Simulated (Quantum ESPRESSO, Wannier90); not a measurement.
## Wannier functions of LiNbF6 (R-3)

```yaml
crystal:
  lattice:
    - [-2.55732, 4.42940, 0.00000]
    - [-5.11463, 0.00000, 0.00000]
    - [-2.55732, 1.47647, 4.55700]
  atoms:
    - { symbol: Li, position: [0.50000, 0.50000, 0.50000] }
    - { symbol: Nb, position: [0.00000, 0.00000, 0.00000] }
    - { symbol: F, position: [0.36355, 0.75325, 0.75505] }
    - { symbol: F, position: [0.63645, 0.24675, 0.24495] }
    - { symbol: F, position: [0.75325, 0.12815, 0.75505] }
    - { symbol: F, position: [0.24675, 0.87185, 0.24495] }
    - { symbol: F, position: [0.12815, 0.36355, 0.75505] }
    - { symbol: F, position: [0.87185, 0.63645, 0.24495] }
```

Cell from Materials Project (mp-1078799), symmetrised, no further relaxation. Not found in the COD (Crystallography Open Database) copy used; not checked further. Method: PBEsol plane waves in Quantum ESPRESSO 7.5 (PseudoDojo norm-conserving files, 68 Ry, spinors with spin-orbit coupling), Bloch states on a 4×4×4 mesh through Γ, Wannier90 4.0.1. Density: 8×8×8 mesh, Gaussian smearing 0.01 Ry.

Base run: 46 functions from bands 23-102 of the 102 computed, start hydrogen-like Nb: d; F: p, centres 0.05 Å off the atoms, frozen window up to 6.78 eV relative to the valence-band maximum, outer window open. Rows change the key named; with other orbitals the number of functions and the frozen window follow, as listed; window edges are relative to the valence-band maximum. The misfit compares interpolated bands with pw.x on a high-symmetry path, for states up to 6.3 eV relative to the valence-band maximum. Converged means that the tolerances were met: symmetric starts can stop on a saddle, which shows as a larger Ω_OD at equal Ω_I and can move the misfit too.

Rows with other orbitals or bands describe another subspace, so their Ω_I can't be set against the base's. Runs that didn't settle are not listed.

| setting | orbitals | bands | functions | frozen to (eV) | Ω_I (Å²) | Ω_D (Å²) | Ω_OD (Å²) | rms misfit (meV) | worst (meV) | ended |
|---|---|---|---|---|---|---|---|---|---|---|
| base | Nb d, F p | 23-102 | 46 | 6.78 | 28.19 | 0.00 | 0.18 | 0.2 | 0.6 | converged |
| num_iter = 0 (projection only), orbitals on the atoms | Nb d, F p | 23-102 | 46 | 6.78 | 28.19 | 0.00 | 0.22 | 0.2 | 0.7 | no minimisation |
| other orbitals: Nb: s;d; F: p | Nb sd, F p | 23-102 | 48 | 6.78 | 31.05 | 0.00 | 0.35 | 0.2 | 1.0 | converged |
| atomic waves with projectability windows 0.01 and 0.95 | Li 2s, Nb 4d, Nb 5s, F 2p | 23-102 | 50 | 6.78 | 38.57 | 0.00 | 1.16 | 0.2 | 0.9 | converged |
